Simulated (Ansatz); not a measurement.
Given:

ZrBr:
Space group R-3m, hexagonal axes (No. 166); a = 3.535 Å, b = 3.535 Å, c = 28.963 Å, α = 90.00°, β = 90.00°, γ = 120.00°

```
atom  site  symmetry       x       y       z
----  ----  --------  ------  ------  ------
Zr      6c        3m  0.0000  0.0000  0.2070
Br      6c        3m  0.0000  0.0000  0.3947
```
(The calculation used a cell of 4 atoms; values per cell refer to that cell.)

This is the r²SCAN-relaxed structure.

Q: All from r²SCAN in the plane-wave PAW code Ansatz, unless another level is named. Predict the electronic character.

A: metallic (no gap).

Q: And the density of states at the Fermi level?

A: 0.17 states/eV per atom (mean over ±0.08 eV).

Q: Predict the formation energy from the elements (no fitted shifts).

A: -114 kJ/mol of atoms.

The workflow started from a Materials Project entry (that database holds measured and hypothetical structures alike); the Crystallography Open Database files this formula in space group No. 166, but the cells were not matched. Whether it is the stable phase at ambient conditions was not checked. The cell was relaxed with r²SCAN under the symmetry of its start; whether a distortion lowers the energy is not shown. No spin polarisation was allowed. A crystal of weakly bound layers computed without a dispersion correction: the cell and the soft elastic constants depend strongly on that. The references are the lowest solids computed at this level, not always the standard phases. Scalar-relativistic: spin–orbit coupling is off unless named, which matters more the heavier the elements.

Potentials: the later of the program's two PAW sets.
